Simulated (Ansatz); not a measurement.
**TeAs: a vibration from a frozen displacement**

Theory: DFT r2SCAN, scalar-relativistic, plane waves, PAW in Ansatz 0.2.0. Settings: plane waves to 500 eV, k-mesh 14×14×14 (Γ-centred), Gaussian smearing 0.15 eV. Spin–orbit coupling is left out, which matters for the heavy elements here. No spin polarisation. Energies are free energies at this smearing, counted from the undisturbed cell; pressure is positive in compression.

The starting cell (as given, not relaxed at this level; it stands at -1.1 GPa, and it needn't be the usual structure):

```
Te As
1.0
     0.00000    2.96767    2.96767
     2.96767    0.00000    2.96767
     2.96767    2.96767    0.00000
Te As
1 1
Cartesian
  2.9677 2.9677 2.9677
  0.0000 0.0000 0.0000
```

Every Te atom is moved by x along the Cartesian unit vector (0.000, 0.000, -1.000); the cell and all other atoms stay fixed. The cell's volume is 52.27 Å³; the moved atoms weigh 127.600 u together and the others 74.922 u. Some rows repeat others by symmetry and weren't run.

```csv
x (Å),ΔE (meV/cell),total force on the moved atoms along the move (eV/Å),pressure (GPa)
-0.5000,380.93,1.9156,6.3038
-0.4375,278.40,1.3803,4.6457
-0.3750,204.11,1.0412,3.1279
-0.3125,144.28,0.8844,1.7641
-0.2500,93.36,0.7421,0.6671
-0.1875,52.42,0.5615,-0.1373
-0.1250,23.32,0.3717,-0.6963
-0.0625,5.85,0.1870,-1.0337
0.0000,0.00,0.0000,-1.1463
0.0625,5.85,-0.1870,-1.0337
0.1250,23.32,-0.3717,-0.6963
0.1875,52.42,-0.5615,-0.1373
0.2500,93.36,-0.7421,0.6671
0.3125,144.28,-0.8844,1.7641
0.3750,204.11,-1.0412,3.1279
0.4375,278.40,-1.3803,4.6457
0.5000,380.93,-1.9156,6.3038
```

Question: What frequency belongs to this motion?

Answer: The force constant is k = −dF/dx = 2.992 eV/Å², from the parabola through x = -0.0625, 0 and 0.0625. In every cell the moved atoms swing against the rest, so the mass is μ = m₁m₂/(m₁ + m₂) = 47.205 u, and ν̃ = 521.5 cm⁻¹ × √(|k|/μ) = 131 cm⁻¹, at this cell's pressure of -1.1 GPa. To first order in x, and within 1 %, the force on every atom lies along the move and, within each of the two groups, in proportion to the atom's mass, so this is itself a mode at the zone centre of this cell.

Question: How far does the harmonic law reach?

Answer: At x = -0.500 Å, kx²/2 = 374.00 meV against the computed 380.93 meV (+1.9 %): the well is still close to harmonic there.

Question: The pressure changes with x². What does that say about the frequency under compression?

Answer: With E = k(V)x²/2, k ∝ V^(−2γ) and x scaling with the cell as V^(1/3), P − P0 = −∂E/∂V = (2γ − 2/3) ΔE/V. At x = 0.1250 Å, V(P − P0) = 52.27 × 0.45003 / 160.2 eV = 146.83 meV and ΔE = 23.32 meV, so γ = 1/3 + V(P − P0)/(2ΔE) = 3.48. This is the Grüneisen parameter of the motion under uniform scaling of the cell: shrinking the cell evenly by 1 % in volume raises the frequency by about 3.48 %.

In a metal these slopes depend on the k mesh and the smearing.